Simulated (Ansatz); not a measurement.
GeMo (rock salt, Fm-3m) at seven volumes, PBE (plane waves, PAW; program Ansatz), scaled uniformly. One row is withheld.

```tsv
V (Å³/atom)	P (GPa)
15.439	18.43
15.948	11.25
16.457	5.17
16.966	0.00
17.475	-4.38
17.984	?
18.493	-11.23
```

Fit the shown pressures and predict the withheld one.

P = (3/2)B₀(x^(7/2) − x^(5/2))[1 + (3/4)(B′ − 4)(x − 1)] with x = (V₀/V)^(2/3). Least squares on the six rows gives V₀ = 16.966 Å³/atom, B₀ = 158 GPa, B′ = 4.48. At V = 17.984, x = 0.9619 and P = -8.08 GPa. The run itself gave -8.09 GPa.

The cell is a constructed one: a structure type filled with these elements; neither database checked (COD, Materials Project) lists it. Its standing as an ambient phase is unchecked. The PBE relaxation kept the symmetry of its start; whether a distortion lowers the energy is not shown. No spin polarisation was allowed.

Potentials: the later of the program's two PAW sets.
